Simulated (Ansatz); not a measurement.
With the program Ansatz at the r²SCAN level (PAW), ScPd$_{3}$C in the anti-perovskite structure (Pm-3m) relaxes to a = 4.182 Å. Sc has 12 nearest neighbours from 2.96 Å (cuboctahedral); C has 6 nearest neighbours from 2.09 Å (octahedral). Against the elements it lies at -0.20 eV/atom, with no fitted shifts.

Electronic character: metallic (no gap). Gap from r²SCAN with spin–orbit coupling: none (metallic).

The bulk modulus is 177 GPa.

The start of the workflow was typed in or built on a structure type; neither database checked (COD, Materials Project) lists it. Its standing as an ambient phase is unchecked. The cell was relaxed with r²SCAN under the symmetry of its start; whether a distortion lowers the energy is not shown. No spin polarisation was allowed. The references are the lowest solids computed at this level, not always the standard phases. Spin–orbit coupling is left out wherever it is not named.

Potentials: the earlier of the program's two PAW sets.
